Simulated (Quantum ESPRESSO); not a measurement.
HfIn3O5N, a curve over one atom's position

A calculation, not a measurement. The program is pw.x of Quantum ESPRESSO 7.5 (plane-wave density functional theory). The cell is made up: 10 atoms on a corundum lattice, with randomly drawn elements, strain and displacements, not relaxed. PseudoDojo standard norm-conserving files (v0.5 for PBE, v0.4.1 for LDA and PBEsol) set the functional; there is no spin polarisation, spin-orbit coupling or dispersion term, and the masses in the input are unused placeholders. A spin-polarised start on this cell or one of its family kept no moment above 0.05 Bohr magneton at the same smearing; a narrower smearing was not tried.

The hafnium pseudopotential is less sure than the others, with forces about 3 percent (worst 6) and pressure in oxides about 1.5 GPa (worst 2.7) from a second method in checks, which no rerun with the same files tests.

Seven runs move atom 2 (In, counted in the order of the input) along z and keep all else fixed.

Input of the run at +0.0201:

```
&control calculation='scf', pseudo_dir='./dojo.nc.sr.pbe.v0_5.standard.upf', outdir='./o', disk_io='low', tprnfor=.true., tstress=.true. /
&system ibrav=0, nat=10, ntyp=4, nbnd=49, ecutwfc=84.00895049, nosym=.true., tot_charge=0,
 occupations='smearing', smearing='fd', degauss=0.0018374661
/
&electrons conv_thr=7.350e-09, electron_maxstep=60, /
ATOMIC_SPECIES
Hf 1.0 Hf.upf
In 1.0 In.upf
N 1.0 N.upf
O 1.0 O.upf
CELL_PARAMETERS angstrom
2.7509 1.6015 4.8786
-2.7461 1.5666 4.8873
-0.0279 -3.2233 4.9011
ATOMIC_POSITIONS angstrom
Hf -0.0358 -0.2149 5.2391
In -0.0414 -0.1209 2.2536
In -0.0798 0.0045 9.7028
In -0.0148 -0.0901 12.5234
O -1.0238 1.6139 8.6056
O -0.7472 -1.78 8.6104
O 1.9096 0.2271 8.5227
O 1.0681 -1.6013 6.1077
N 0.8592 1.8045 6.1585
O -1.8797 -0.1453 6.1525
K_POINTS automatic
5 5 5 1 1 1
```

| shift of atom 2 along z (Å) | free energy less that of the input shown (eV) | Fx on atom 2 (eV/Å) | Fy on atom 2 (eV/Å) | Fz on atom 2 (eV/Å) | pressure (GPa) | iterations |
| --- | --- | --- | --- | --- | --- | --- |
| -0.1634 | -0.0807 | -0.155 | 2.210 | 0.921 | 7.97 | 14 |
| -0.1375 | -0.1002 | -0.138 | 2.202 | 0.580 | 7.97 | 14 |
| -0.1171 | -0.1092 | -0.122 | 2.201 | 0.296 | 7.98 | 14 |
| -0.0324 | -0.0794 | -0.013 | 2.262 | -1.043 | 8.27 | 14 |
| +0.0201 | 0.0000 | 0.095 | 2.357 | -2.000 | 8.64 | 15 |
| +0.0486 | 0.0649 | 0.168 | 2.429 | -2.560 | 8.90 | 15 |
| +0.1330 | 0.3563 | 0.457 | 2.741 | -4.388 | 9.98 | 15 |

A cubic fit gives dFz/dz = -18.44 eV/Å² at zero shift. Across the table the free energy follows the integral of the force to within 0.2 meV. A rerun of one of the cells at a cutoff of 1437 eV and k mesh 7 x 7 x 7 moved values by no more than 0.003 eV in energy, 0.03 GPa in stress and 0.002 eV/Å in force.